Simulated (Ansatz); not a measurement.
This cell of MoS₂ (2H-MoS2 type, space group P6_3/mmc) is off equilibrium:

```xyz
6
Lattice="3.1494 0.0000 0.0000 -1.5747 2.7275 0.0000 0.0000 0.0000 12.0915" Properties=species:S:1:pos:R:3 pbc="T T T"
Mo     0.0000     1.8183     3.0229
Mo     1.5747     0.9092     9.0686
S      0.0000     1.8183     7.5028
S      1.5747     0.9092     1.4571
S      1.5747     0.9092     4.5887
S      0.1697     1.9880    10.6344
```

Computed with PBE-D3(BJ) (plane waves to 420 eV, PAW, scalar-relativistic; Ansatz, an electronic-structure program). k mesh 10×10×3 (Γ-centred), Fermi-Dirac smearing 0.05 eV. E stands for the smeared free energy. Stress and pressure are positive under compression. MoS2 is run without spin polarisation. MoS2 was relaxed with its symmetry unable to fall. The PAW data are Ansatz's earlier set.

Question: What forces act on the atoms (eV/Å, Cartesian)?

Answer: 
```json
[
 {"atom": "Mo1", "Fx": "0.008", "Fy": "0.010", "Fz": "-0.003"},
 {"atom": "Mo2", "Fx": "1.415", "Fy": "1.690", "Fz": "-0.555"},
 {"atom": "S3", "Fx": "-0.141", "Fy": "-0.064", "Fz": "-0.024"},
 {"atom": "S4", "Fx": "0.010", "Fy": "0.013", "Fz": "0.002"},
 {"atom": "S5", "Fx": "-0.004", "Fy": "-0.004", "Fz": "0.001"},
 {"atom": "S6", "Fx": "-1.290", "Fy": "-1.645", "Fz": "0.580"}
]
```

Question: Give the stress tensor in GPa and the pressure.

Answer: 
```
  -0.36    -0.96    -2.63
  -0.96     1.43    -3.64
  -2.63    -3.64     1.44
```
The pressure, a third of the trace, is 0.84 GPa.

Question: In it atom 6 sits (0.170, 0.170, 0.000) Å away from its relaxed site. What is its energy relative to the relaxed cell?

Answer: 261 meV/cell.

(For displaced atoms, the force is minus the slope of the energy, and its curvature is a force constant, which sets phonon frequencies.)
